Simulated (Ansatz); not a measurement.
A: InSb (zinc blende), a = 6.5559 Å, b = 6.5559 Å, c = 6.5559 Å, α = 90.00°, β = 90.00°, γ = 90.00°
B: BeS (zinc blende), a = b = c = 4.8685 Å, α = β = γ = 90.00°
C: Li (bcc, W type), a = b = c = 3.4775 Å, α = β = γ = 90.00°

Scan: energy against volume (even scaling of the relaxed cell, symmetry kept). All come from one method, each on a k mesh of its own. All were relaxed with their symmetry unable to fall. At this level the bands of InSb touch or barely overlap; measurements give the solid a gap. Spin-orbit coupling is left out.

Question: Order them by bulk modulus (fitted) (lowest first) at the level r2SCAN (plane waves to 500 eV, PAW, scalar-relativistic; Ansatz, an electronic-structure program).

Answer: C (13.1 GPa), A (43.5 GPa), B (97.5 GPa)

(Under strain, the slope of the energy per volume gives the stress and its curvature an elastic modulus.)
